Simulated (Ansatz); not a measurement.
Si (diamond), relaxed and computed with several functionals in Ansatz (plane waves, PAW).

| functional | a (Å) | gap (eV) | K_Hill (GPa) | G_Hill (GPa) | Θ_D (K) |
|---|---|---|---|---|---|
| PBE+D3(BJ) | (withheld) | (withheld) | (withheld) | (withheld) | (withheld) |
| PBE | 5.470 | 0.61 | 88.9 | 62.4 | 630 |
| LDA | 5.402 | 0.44 | 96.5 | 63.1 | 631 |
| r²SCAN+D4 | 5.429 | 0.76 | 98.9 | 69.0 | 660 |
| r²SCAN | 5.444 | 0.77 | 97.0 | 68.6 | 659 |

Q: Complete the blanks.

A: 
- PBE+D3(BJ), a (Å): 5.422
- PBE+D3(BJ), gap (eV): 0.56
- PBE+D3(BJ), K_Hill (GPa): 94.5
- PBE+D3(BJ), G_Hill (GPa): 63.5
- PBE+D3(BJ), Θ_D (K): 633

All cells were relaxed under the symmetry of their starts (and spin orders); stability against distortions was not tested throughout.

Potentials: the later of the program's two PAW sets.

Ansatz (a quantum-chemistry and plane-wave program) is a plane-wave DFT program.
